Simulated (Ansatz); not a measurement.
CH3Cl in its lowest state found on the top face of a (100) slab of WC (P-6m2 (No. 187)), 6 planes, outer planes W (top) and C (bottom); 1 a cell of 32.88 Å², its atoms last:

```yaml
crystal:
  lattice:
    - [5.66533, 0.00000, 0.00000]
    - [0.00000, 5.80381, 0.00000]
    - [0.00000, 0.00000, 26.01176]
  atoms:
    - { symbol: C, position: [0.25000, 0.00000, 0.30755] }
    - { symbol: C, position: [0.25000, 0.50000, 0.30755] }
    - { symbol: C, position: [0.75000, 0.00000, 0.30755] }
    - { symbol: C, position: [0.75000, 0.50000, 0.30755] }
    - { symbol: W, position: [0.00000, 0.75000, 0.33976] }
    - { symbol: W, position: [0.00000, 0.25000, 0.33976] }
    - { symbol: W, position: [0.50000, 0.75000, 0.33976] }
    - { symbol: W, position: [0.50000, 0.25000, 0.33976] }
    - { symbol: C, position: [0.25000, 0.75000, 0.40417] }
    - { symbol: C, position: [0.25000, 0.25000, 0.40417] }
    - { symbol: C, position: [0.75000, 0.75000, 0.40417] }
    - { symbol: C, position: [0.75000, 0.25000, 0.40417] }
    - { symbol: W, position: [0.00036, 0.50004, 0.43608] }
    - { symbol: W, position: [0.99977, 0.00001, 0.43734] }
    - { symbol: W, position: [0.50001, 0.49996, 0.43602] }
    - { symbol: W, position: [0.50012, 0.99996, 0.43731] }
    - { symbol: C, position: [0.24860, 0.49987, 0.50050] }
    - { symbol: C, position: [0.24992, 0.99962, 0.50354] }
    - { symbol: C, position: [0.75165, 0.49988, 0.50039] }
    - { symbol: C, position: [0.74963, 0.99980, 0.50253] }
    - { symbol: W, position: [0.99951, 0.25476, 0.53243] }
    - { symbol: W, position: [0.99918, 0.74526, 0.53243] }
    - { symbol: W, position: [0.50032, 0.25634, 0.53064] }
    - { symbol: W, position: [0.50069, 0.74336, 0.53070] }
    - { symbol: C, position: [0.24700, 0.02356, 0.65508] }
    - { symbol: Cl, position: [0.97595, 0.00307, 0.61494] }
    - { symbol: H, position: [0.25149, 0.20166, 0.66883] }
    - { symbol: H, position: [0.22576, 0.89529, 0.68562] }
    - { symbol: H, position: [0.39353, 0.98534, 0.62870] }
```

Level of theory: DFT PBE+D3(BJ), scalar-relativistic, plane waves, PAW (Ansatz 0.2.0). Cutoff 420 eV; k points 4×3×1 on the computed 29-atom cell (Γ-centred); Gaussian smearing, width 0.10 eV; no spin polarisation. The cell repeats along c with a dipole correction in the vacuum.

The clean top face has a work function of 5.31 eV. Adsorption changes the slab's dipole along +c by Δp = +0.4648 e·Å a cell (+2.23 D an adsorbate).

Problem. What change of work function does the Helmholtz equation give?

Solution. A sheet of dipoles makes a step in an electron's potential energy of −e·Δp/(ε0·A), and e/ε0 = 180.95 eV·Å for Δp in e·Å: −180.95 × (0.4648)/32.88 = -2.56 eV. This is the change of φ(top) − φ(bottom). If the bottom face is unmoved, φ(top) becomes 2.76 eV.

Problem. How does that compare with the calculation?

Solution. φ(top) changes by -2.56 eV and φ(bottom) by 0.00 eV, so their difference changes by -2.56 eV. The bottom face hardly moves.

Problem. What does the sign say about the electrons?

Solution. The change of dipole points out of the surface, so the work function falls. The molecule's own dipole can set this sign. Δp also holds the adsorbate's own dipole and the moves of the surface atoms, so it isn't a charge transfer alone.

Spin-orbit coupling is left out, which matters for the bands of heavy elements.